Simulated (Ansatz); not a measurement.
The start is a generated cell, Sb placed in the A7 structure type. A full variable-cell relaxation at zero pressure is run with PBEsol (plane waves to 420 eV, PAW, scalar-relativistic; Ansatz, a quantum-chemistry and plane-wave program). First-step values are on the input's coarse k-mesh.

Ansatz input (later rounds restart from its end on a renewed k-mesh):
Ansatz 0.2 input:
```yaml
crystal:
  lattice:
    - [2.1727091, 1.2544142, 3.7477833]
    - [-2.1727091, 1.2544142, 3.7477833]
    - [0, -2.5088284, 3.7477833]
  atoms:
    - { symbol: Sb, position: [0.233, 0.233, 0.233] }
    - { symbol: Sb, position: [0.767, 0.767, 0.767] }
basis: { ecutwfc: 420, ecutrho_ratio: 4, xc_grid: 2, fft_grid_basis: typed }
kpoints: { mp_grid: { grid: [9, 9, 9] } }
hamiltonian:
  xc: pbesol
  dispersion: none
  pseudopotentials: { azcp: { folder: ./paw }, kind: paw }
scf: { occupations: { method: fermi_dirac, width: 0.05 } }
relax: { f_tol: 0.01, max_steps: 100, cell: { stress_tol: 0.02 } }
output: { forces: true, stress: true }
```

By how much does the energy per atom fall from start to end?

Under 0.01 eV/atom.

How does the volume change?

-2.7 %, from 30.64 to 29.81 Å³/atom.

How do the shortest distances between atoms change?

The closest pairs of elements (up to four, under 3.6 Å), start → end: Sb–Sb 2.92 → 2.93 Å.

Give the final cell and atomic positions.


Space group R-3m, hexagonal axes (No. 166); a = b = 4.321 Å, c = 11.063 Å, α = β = 90.00°, γ = 120.00°

```
atom  site  symmetry       x       y       z
----  ----  --------  ------  ------  ------
Sb      6c        3m  0.0000  0.0000  0.2359
```
(The calculation used a cell of 2 atoms; values per cell refer to that cell.)

The space group stays R-3m (No. 166) (the run could not lower it); the end is AFLOW prototype A_hR2_166_c (A7, as in As), with 2 atoms in the primitive cell. Final values are on a 13×13×13 k-mesh of the relaxed cell. No spin polarisation in the result.

The run could not lose the symmetry of its start.
